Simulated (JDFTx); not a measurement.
System: phosphorus nitride, PN (SMILES N#P), charge 0, multiplicity 1; geometry: optimised with GFN2-xTB in vacuum (no frequencies checked; largest PBE force component 2.8 eV/Å). Z-matrix (Å, degrees):
```
N
P 1 1.4585
```

Method: PBE, GBRV ultrasoft potentials, plane waves to 20/100 Ha, in JDFTx (a modified build). Liquid: CANDLE, water, 0.5 M NaF. The liquid run sits in a periodic box with 3.75 Å from the outermost atoms to the faces; the vacuum run is isolated. The box matters at about 0.01 eV. ΔG_solv is the difference of the two single-point energies, liquid minus vacuum; no corrections are added.

The values are those of the intact species: the continuum can't coordinate to it or react with it. The geometry is far from a PBE minimum, which enters the values.

- solvation energy = -5.0 kcal/mol
- part: cavitation term of the fluid = 7.1 kcal/mol
- part: dispersion term of the fluid = -4.9 kcal/mol
- part: electrostatic term of the fluid = -12.0 kcal/mol
- part: distortion of the solute's electrons = 4.8 kcal/mol
- dipole moment in vacuum = 2.77 D
- dipole moment in the liquid = 4.68 D
- highest occupied level in vacuum (zero: vacuum level) = -7.68 eV
- highest occupied level in the liquid (zero: bulk electrolyte) = -7.66 eV
- volume of the model's cavity = 136.3 Å³
- rough cost, vacuum and liquid run = 90 s and 70 s of core time
